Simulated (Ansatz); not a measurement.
# What settings do to one calculation: rutile alloy of SnO2 and PbO2 (3 of 4 Sn sites exchanged), 12 atoms with displaced atoms

Ansatz (PAW, plane waves), atoms fixed. The base input:

```yaml
crystal:
  lattice:
    - [4.926491, 0.000000, 0.000000]
    - [0.000000, 4.926491, 0.000000]
    - [0.000000, 0.000000, 6.697031]
  atoms:
    - { symbol: Pb, position: [0.999828, 0.010350, 0.006325] }
    - { symbol: Pb, position: [0.002902, 0.993420, 0.489275] }
    - { symbol: Pb, position: [0.497426, 0.504517, 0.254905] }
    - { symbol: Sn, position: [0.505896, 0.507009, 0.753681] }
    - { symbol: O, position: [0.300801, 0.292742, 0.998851] }
    - { symbol: O, position: [0.316482, 0.319118, 0.495525] }
    - { symbol: O, position: [0.687975, 0.683979, 0.006752] }
    - { symbol: O, position: [0.698313, 0.700727, 0.510291] }
    - { symbol: O, position: [0.187691, 0.796195, 0.253429] }
    - { symbol: O, position: [0.193797, 0.788628, 0.748502] }
    - { symbol: O, position: [0.804297, 0.198772, 0.249718] }
    - { symbol: O, position: [0.801565, 0.188932, 0.750200] }
kpoints:
  mp_grid: { grid: [2, 2, 2], shift: [0.5, 0.5, 0.5] }
hamiltonian:
  xc: pbesol
scf:
  occupations: { method: fermi_dirac, width: 0.01 }
output:
  forces: true
  eigenvalues: true
  stress: true
  populations: true
```

Command:

```sh
ansatz run in.yaml --threads 8 --pin off --max-ram 118750MiB --runs-dir r --events-out ev --progress --plain --backend cuda --devices 0,
```

It converged in 9 iterations and 1.7 s of wall time on one NVIDIA GB300 with 8 processor threads, on a host shared with other runs; peak host memory 1.6 GiB; largest force component 2.44 eV/Å, pressure 2.19 GPa. The cutoff was the default, 420 eV. The base isn't a converged reference: it has few k points, and its atoms are unrelaxed. Each run below changes the keys shown and caps the iterations.

```csv
run,changed,ending,iterations,free energy less the base (meV per atom),rms change of forces (eV/Å),change of pressure (GPa),"wall time (s, shared host)"
1,"max_iter 100, total_charge 1",converged,21,other zero,0.204,2.30,1.8 GPU
2,"accuracy high, ecutrho_ratio 8, max_iter 90",converged,13,0.0,0.000,0.00,2.5 GPU
3,"ecutrho_ratio 8, dr2_threshold 1e-05, max_iter 80",converged,6,0.0,0.000,0.00,1.8 GPU
4,"initial_magnetization 4, xc r2scan, max_iter 2",not converged,–,–,–,–,–
5,"max_iter 14, occupations methfessel_paxton",converged,9,0.0,0.000,0.00,1.6 GPU
6,max_iter 6,not converged,–,–,–,–,–
```

«Other zero»: another functional, charge or dispersion term moves the zero of energy, so the difference says nothing of accuracy.

Task: Which changes leave the result alone, and which of the same physical model moves the forces most?

Result: The forces move by under 0.002 eV/Å in runs 2, 3, 5. Among the runs with the same functional, charge and dispersion term, none moves them by over 0.01 eV/Å.

Task: Why did some runs give no result?

Result: - run 4: did not converge after 2 iterations: dr2 = 5.01e0 (threshold 1.00e-7), under the density mixer `broyden`, which `scf.mixing.algorithm: auto` chose by the deck's other keys (type `scf.mixing.algorithm: broyden` to keep it);
- run 6: did not converge after 6 iterations: dr2 = 1.06e-5 (threshold 1.00e-7), under the density mixer `msr1`, which `scf.mixing.algorithm: auto` chose by the deck's other keys (type `scf.mixing.algorithm: msr1` to keep it);
